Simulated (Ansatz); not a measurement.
CsBr (CsCl type, Pm-3m), r²SCAN in the plane-wave PAW code Ansatz. The conduction-band minimum lies at Γ, with 1 equivalent valley. Second derivatives d²E/dk² of the lowest band at one valley (eV·Å²), along Cartesian directions:

| direction | d²E/dk² |
|---|---|
| [100] | 23.86 |
| [010] | 23.86 |
| [001] | 23.86 |
| [110] | 23.85 |
| [101] | 23.85 |
| [011] | 23.85 |

**Question.** Find the principal effective masses, the density-of-states mass and the conductivity mass.

**Answer.** Off-diagonal terms follow from H_xy = H[110] − (H_xx + H_yy)/2, and m*/mₑ = 7.620 eV·Å² over each eigenvalue: 0.32, 0.32, 0.32. One valley's DOS mass (m₁m₂m₃)^(1/3) = 0.32, conductivity mass 3/(Σ 1/mᵢ) = 0.32 mₑ.

**Question.** What effective density of states Nc follows at 300 K for parabolic valleys?

**Answer.** Nc = 2.509e19 × 1 × (0.32)^(3/2) ≈ 4.5e18 cm⁻³.

The cell was relaxed with r²SCAN under the symmetry of its start. Spin–orbit coupling is left out wherever it is not named.

Potentials: the later of the program's two PAW sets.

Edges and masses are those of Kohn–Sham bands, whose gap is no quasiparticle gap.
